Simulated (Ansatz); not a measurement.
Relaxed PbS (rock salt):

```xyz
2
Lattice="0.0000 3.0045 3.0045 3.0045 0.0000 3.0045 3.0045 3.0045 0.0000" Properties=species:S:1:pos:R:3 pbc="T T T"
S      0.0000     0.0000     0.0000
Pb     3.0045     3.0045     3.0045
```

These are PBE (plane waves to 420 eV, PAW, scalar-relativistic; Ansatz, a program for electronic structure) values and carry that method's errors. k mesh 8×8×8 (Γ-centred), Fermi-Dirac smearing 0.05 eV. PbS was relaxed with its symmetry unable to fall. Spin-orbit coupling is left out, though Pb is heavy.

One atom of the cell was then moved (with its periodic images), all else fixed, and the forces (eV/Å) came out as:

```csv
atom,Fx,Fy,Fz
S1,2.460,0.000,0.000
Pb2,-2.460,0.000,0.000
```

With two atoms only their relative shift counts; take S1 as fixed.

**Question.** Which atom was moved, and by which vector (Å)?

**Answer.** Pb2, by (0.60, 0.00, 0.00), 0.60 Å in all.

(A displaced cell: forces are minus the slopes of the energy, force constants its curvatures, and phonons follow from these.)
